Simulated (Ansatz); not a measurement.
## Relaxing a structure of ZrPbO3

The start is a generated cell, ZrPbO3 placed in the LiNbO3 structure type. Cell shape, volume and atoms are optimised at zero target pressure with r2SCAN (plane waves to 500 eV, PAW, scalar-relativistic; Ansatz, a program for electronic structure). First-step values are on the input's coarse k-mesh.

Ansatz input (later rounds restart from its end on a renewed k-mesh):
Ansatz 0.2 input:
```yaml
crystal:
  lattice:
    - [2.8616641, 1.6521826, 5.038276]
    - [-2.8616641, 1.6521826, 5.038276]
    - [0, -3.3043651, 5.038276]
  atoms:
    - { symbol: Pb, position: [0.7125, 0.7125, 0.7125] }
    - { symbol: Pb, position: [0.2125, 0.2125, 0.2125] }
    - { symbol: Zr, position: [0.9872, 0.9872, 0.9872] }
    - { symbol: Zr, position: [0.4872, 0.4872, 0.4872] }
    - { symbol: O, position: [0.85907, 0.25357, 0.63737] }
    - { symbol: O, position: [0.25357, 0.63737, 0.85907] }
    - { symbol: O, position: [0.63737, 0.85907, 0.25357] }
    - { symbol: O, position: [0.35907, 0.13737, 0.75357] }
    - { symbol: O, position: [0.13737, 0.75357, 0.35907] }
    - { symbol: O, position: [0.75357, 0.35907, 0.13737] }
basis: { ecutwfc: 500, ecutrho_ratio: 4, xc_grid: 4, fft_grid_basis: typed }
kpoints: { mp_grid: { grid: [5, 5, 5] } }
hamiltonian:
  xc: r2scan
  dispersion: none
  pseudopotentials: { kind: paw }
scf: { occupations: { method: fermi_dirac, width: 0.05 } }
relax: { f_tol: 0.01, max_steps: 100, cell: { stress_tol: 0.02 } }
output: { forces: true, stress: true }
```

**Question.** What pressure does the first self-consistent step give?

**Answer.** +3.1 GPa (positive: the cell is compressed).

**Question.** What is the largest force in the starting geometry, and on which atom (counted from 1)?

**Answer.** 1.92 eV/Å, on O5, O6, O7, O8, O9, O10 (atoms numbered as listed).

**Question.** How much energy is released per atom?

**Answer.** 0.18 eV/atom.

**Question.** How does the volume per atom move from start to end?

**Answer.** +1.9 %, from 14.29 to 14.57 Å³/atom.

**Question.** How do the shortest distances between atoms change?

**Answer.** The closest pairs of elements (up to four, under 3.6 Å), start → end: O–Zr 2.08 → 2.04 Å; O–Pb 2.30 → 2.46 Å; O–O 3.04 → 2.82 Å; Pb–Zr 3.41 → 3.30 Å.

**Question.** What band gap does the relaxed structure have at this level?

**Answer.** 3.53 eV, direct at F (no spin-orbit coupling).

The space group stays R3c (No. 161) (the run could not lower it), with 10 atoms in the primitive cell. Final values are on a 7×7×7 k-mesh of the relaxed cell. No spin polarisation in the result.

The run could not lose the symmetry of its start; a randomly shaken copy of 10 atoms returns to this structure.

The relaxed structure here is a generated cell of ZrPbO3: the first start was made by placing the elements on the sites of a structure type, and the end was not matched to a known phase here, so it may be hypothetical.
